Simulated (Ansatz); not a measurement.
Relaxed polymorphs of Bi. Computed with r2SCAN (plane waves to 500 eV, PAW, scalar-relativistic; Ansatz, an electronic-structure program). One row is withheld; estimate it from its structure type, its coordination and the trend of the others.

```json
[
 {"structure": "R-3m, hR2, AFLOW prototype A_hR2_166_c (A7, as in As)", "coordination": "–", "E − E(first row) (eV/atom)": "0.00", "V (Å³/atom)": "36.77"},
 {"structure": "P6/mmm, hP1, AFLOW prototype A_hP1_191_a (A_f, as in Sn)", "coordination": "–", "E − E(first row) (eV/atom)": "0.13", "V (Å³/atom)": "33.20"},
 {"structure": "P6₃/mmc, hP6", "coordination": "–", "E − E(first row) (eV/atom)": "0.15", "V (Å³/atom)": "43.58"},
 {"structure": "I4₁/amd, tI4, AFLOW prototype A_tI4_141_a (A5, as in Sn)", "coordination": "–", "E − E(first row) (eV/atom)": "0.09", "V (Å³/atom)": "33.49"},
 {"structure": "Fd-3m, cF8, diamond type", "coordination": "Bi 4 (tetrahedral)", "E − E(first row) (eV/atom)": "0.25", "V (Å³/atom)": "47.34"},
 {"structure": "I-43d, cI16, AFLOW prototype A_cI16_220_c (as in Li)", "coordination": "–", "E − E(first row) (eV/atom)": "0.17", "V (Å³/atom)": "34.74"},
 {"structure": "Pm-3m, cP1, simple cubic type", "coordination": "Bi 6 (octahedral)", "E − E(first row) (eV/atom)": "___", "V (Å³/atom)": "___"},
 {"structure": "P6/mmm, hP3", "coordination": "–", "E − E(first row) (eV/atom)": "0.25", "V (Å³/atom)": "31.48"}
]
```

Question: What belongs in the gaps?

Answer: 
- Pm-3m, cP1, simple cubic type, E − E(first row) (eV/atom): 0.06
- Pm-3m, cP1, simple cubic type, V (Å³/atom): 34.44

The withheld cell: Pm-3m (No. 221), cP1, simple cubic type; a = b = c = 3.2536 Å, α = β = γ = 90.00°; Bi 1a (0.000, 0.000, 0.000). Coordination numbers (neighbours up to the widest gap in distance over summed covalent radii, below 1.35; n+m marks a second, longer set).

Probably no minimum, since a slightly shaken restart fell lower: P6/mmm, hP1, AFLOW prototype A_hP1_191_a (A_f, as in Sn) (by 0.06 eV/atom, to Pm-3m). 2 runs with a doubtful electronic state, a coarser numerical grid, an end not at rest or a source that can't be used are left out. 1 generated cell of layers, chains or molecules, poorly bound without dispersion, is left out. Each run could gain symmetry but not lose that of its start, so entries can be saddle points. From databases, or of a type measured for this composition: R-3m, hR2, AFLOW prototype A_hR2_166_c (A7, as in As); the others are generated cells (placed on structure types, drawn at random, substituted or restacked) that were not matched to a known phase here. Static energies at zero pressure. No spin polarisation in the result.
